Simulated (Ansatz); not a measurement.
ZnO:
Space group P6₃mc (No. 186); a = b = 3.2224 Å, c = 10.4706 Å, α = β = 90.00°, γ = 120.00°

```
atom  site  symmetry       x       y       z
----  ----  --------  ------  ------  ------
Zn      2a       3m.  0.0000  0.0000  0.0007
Zn      2b       3m.  0.3333  0.6667  0.2505
O       2a       3m.  0.0000  0.0000  0.3121
O       2b       3m.  0.3333  0.6667  0.0623
```

Relaxed with PBEsol.

**Question.** Which orbitals make up the states near the band edges in the program Ansatz at the PBEsol level (PAW)?

**Answer.** Top 1 eV of the valence band: O 2p 73 %, Zn 3d 25 %. Bottom 1 eV of the conduction band: Zn 4s 53 %, O 2p 22 %, O 2s 21 %. Projections are on Löwdin-orthogonalised atomic valence shells; empty p or d shells of many metals are not among them.

**Question.** Tabulate the density of states.

**Answer.** States/eV per cell of 8 atoms, in 0.25 eV bins, energy from the valence-band maximum.

| E (eV) | total | Zn 3d | O 2p | Zn 4s |
|---|---|---|---|---|
| -6.45 | 0.00 | 0.00 | 0.00 | 0.00 |
| -6.20 | 10.70 | 5.23 | 4.27 | 1.12 |
| -5.95 | 14.81 | 7.50 | 5.99 | 1.18 |
| -5.70 | 19.37 | 12.74 | 6.10 | 0.44 |
| -5.45 | 26.09 | 18.08 | 7.46 | 0.43 |
| -5.20 | 16.02 | 10.95 | 4.59 | 0.40 |
| -4.95 | 8.97 | 5.96 | 2.63 | 0.32 |
| -4.70 | 4.53 | 4.43 | 0.06 | 0.02 |
| -4.45 | 47.21 | 46.33 | 0.62 | 0.14 |
| -4.20 | 12.03 | 10.92 | 0.69 | 0.21 |
| -3.95 | 8.33 | 6.35 | 1.38 | 0.35 |
| -3.70 | 4.61 | 2.92 | 1.25 | 0.29 |
| -3.45 | 5.74 | 3.26 | 1.83 | 0.43 |
| -3.20 | 3.74 | 2.03 | 1.27 | 0.25 |
| -2.95 | 4.22 | 1.97 | 1.82 | 0.20 |
| -2.70 | 5.37 | 2.09 | 2.78 | 0.21 |
| -2.45 | 5.53 | 1.94 | 3.10 | 0.19 |
| -2.20 | 6.75 | 2.17 | 4.05 | 0.18 |
| -1.95 | 6.89 | 2.09 | 4.33 | 0.16 |
| -1.70 | 7.02 | 1.99 | 4.62 | 0.12 |
| -1.45 | 8.15 | 2.19 | 5.58 | 0.10 |
| -1.20 | 9.31 | 2.39 | 6.56 | 0.08 |
| -0.95 | 8.85 | 2.23 | 6.35 | 0.05 |
| -0.70 | 5.76 | 1.44 | 4.17 | 0.03 |
| -0.45 | 3.74 | 0.93 | 2.74 | 0.01 |
| -0.20 | 2.12 | 0.52 | 1.57 | 0.00 |
| 0.05 | 0.14 | 0.04 | 0.11 | 0.00 |
| 0.30 | 0.00 | 0.00 | 0.00 | 0.00 |
| 0.55 | 0.00 | 0.00 | 0.00 | 0.00 |
| 0.80 | 0.01 | 0.00 | 0.00 | 0.00 |
| 1.05 | 0.03 | 0.00 | 0.01 | 0.02 |
| 1.30 | 0.08 | 0.00 | 0.02 | 0.04 |
| 1.55 | 0.12 | 0.00 | 0.03 | 0.06 |
| 1.80 | 0.17 | 0.00 | 0.04 | 0.09 |
| 2.05 | 0.22 | 0.00 | 0.06 | 0.12 |
| 2.30 | 0.28 | 0.00 | 0.07 | 0.15 |
| 2.55 | 0.35 | 0.00 | 0.09 | 0.19 |
| 2.80 | 0.43 | 0.00 | 0.11 | 0.23 |
| 3.05 | 0.51 | 0.00 | 0.13 | 0.28 |
| 3.30 | 0.59 | 0.00 | 0.15 | 0.33 |
| 3.55 | 0.68 | 0.00 | 0.17 | 0.39 |
| 3.80 | 0.79 | 0.00 | 0.19 | 0.45 |
| 4.05 | 0.91 | 0.00 | 0.21 | 0.53 |
| 4.30 | 1.05 | 0.00 | 0.23 | 0.61 |
| 4.55 | 1.21 | 0.00 | 0.25 | 0.70 |
| 4.80 | 1.42 | 0.00 | 0.27 | 0.80 |
| 5.05 | 1.72 | 0.01 | 0.30 | 0.93 |
| 5.30 | 2.28 | 0.01 | 0.33 | 1.11 |

Space group P6_3mc. The cell is a constructed one: a structure type filled with these elements. Its sites differ from those of the usual phase in this space group: another stacking or structure type. The PBEsol relaxation kept the symmetry of its start; its stability against distortions is not shown here.

Potentials: the later of the program's two PAW sets.
